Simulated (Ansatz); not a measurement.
A relaxed cell of C (Fd-3m (No. 227)), relaxed on a k-mesh at least as fine as the one used below. Computed with r2SCAN (plane waves to 500 eV, PAW, scalar-relativistic; Ansatz, an electronic-structure program). Γ-centred k-mesh 11×11×6 on the run's cell (coarser than for final values), Fermi–Dirac smearing 0.05 eV.

```xyz
4
Lattice="0.0000 1.7802 1.7802 1.7802 0.0000 1.7802 3.5603 3.5603 0.0000" Properties=species:S:1:pos:R:3 pbc="T T T"
C      2.6702     2.6702     2.6702
C      4.4504     4.4504     2.6702
C      1.7802     1.7802     1.7802
C      3.5603     3.5603     1.7802
```

The atoms are displaced by (Å):

| atom | ux | uy | uz |
|---|---|---|---|
| C1 | 0.105 | -0.113 | -0.142 |
| C2 | 0.161 | 0.032 | -0.048 |
| C3 | -0.140 | 0.049 | 0.029 |
| C4 | -0.002 | 0.023 | 0.029 |

Q: What forces (eV/Å) and pressure result?

A: 
```tsv
atom	Fx	Fy	Fz
C1	-3.99	2.39	1.71
C2	-7.40	-3.57	3.79
C3	7.59	1.31	-3.73
C4	3.80	-0.13	-1.77
```

Pressure +20.3 GPa.

Q: Estimate the energy cost of the displacement in the harmonic approximation and compare with the calculation.

A: For a harmonic well ΔE = −½ Σ F·u = 1.793 eV a cell, or 448 meV/atom. The calculated energy relative to the undisplaced cell is +554 meV/atom, so anharmonic terms matter at this amplitude.

No spin polarisation in the result.

The run that gave the undisplaced cell could not lose the symmetry of its start; a randomly shaken copy of 4 atoms returns to this structure.
